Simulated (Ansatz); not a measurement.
## Data sheet: BiAu2 (DFT)

BiAu2:
```cif
data_Au4Bi2
_chemical_formula_sum 'Bi2 Au4'
_space_group_name_H-M_alt 'P 1'
_space_group_IT_number 1
_cell_length_a 5.61761
_cell_length_b 5.61761
_cell_length_c 5.61761
_cell_angle_alpha 60.000
_cell_angle_beta 60.000
_cell_angle_gamma 60.000
loop_
_space_group_symop_operation_xyz
  'x, y, z'
loop_
_atom_site_label
_atom_site_type_symbol
_atom_site_fract_x
_atom_site_fract_y
_atom_site_fract_z
_atom_site_occupancy
Bi1 Bi 0.00000 0.00000 0.00000 1
Bi2 Bi 0.25000 0.25000 0.25000 1
Au1 Au 0.62500 0.62500 0.12500 1
Au2 Au 0.62500 0.12500 0.62500 1
Au3 Au 0.62500 0.62500 0.62500 1
Au4 Au 0.12500 0.62500 0.62500 1
```

Space group Fd-3m (No. 227), cubic Laves (MgCu2 type); conventional cell a = b = c = 7.944 Å, α = β = γ = 90.00°.

Method: DFT-PBEsol in the program Ansatz with PAW potentials. The cell and atoms are relaxed at this level. Other levels are named where they apply.

**Cell and energy**

Volume per atom: 20.89 Å³
Density: 15.97 g/cm³
Formation energy from the elements (no fitted shifts): -62 meV/atom

**Electronic structure**

Electronic character: metallic (no gap)
Density of states at the Fermi level: 0.20 states/eV per atom (mean over ±0.08 eV)
Gap with spin–orbit coupling: none (metallic)

**Mechanics**

* **Bulk modulus (Birch–Murnaghan fit)**: 123 GPa
* **Pressure derivative B′**: 5.3
* **Elastic constants (relaxed ions, GPa)**: C11 = 154, C12 = 107, C44 = 33.5
* **Mechanical stability**: stable (all eigenvalues of C positive)
* **Hill bulk and shear moduli**: 123 and 29.2 GPa
* **Young's modulus**: 81.1 GPa
* **Poisson's ratio**: 0.39
* **Debye temperature from the elastic constants**: 165 K

**Phonons**

- Highest zone-centre frequency: 189 cm⁻¹
- Zone-centre stability: no imaginary mode at Γ

The first step of the workflow began from a Materials Project structure, measured or hypothetical; the Crystallography Open Database files this formula in space group No. 227, but the cells were not matched. Whether it is the stable phase at ambient conditions was not checked. The cell was relaxed with PBEsol under the symmetry of its start. As this level gives no gap, shear constants depend on the k-mesh and smearing (Fermi–Dirac, 0.1 eV here). As this level gives no gap, phonon frequencies hold no LO–TO term and depend on the k-mesh and smearing (Fermi–Dirac, 0.1 eV here). The references are the lowest solids computed at this level, not always the standard phases. Scalar-relativistic: spin–orbit coupling is off unless named, which matters more the heavier the elements.

Potentials: the later of the program's two PAW sets.
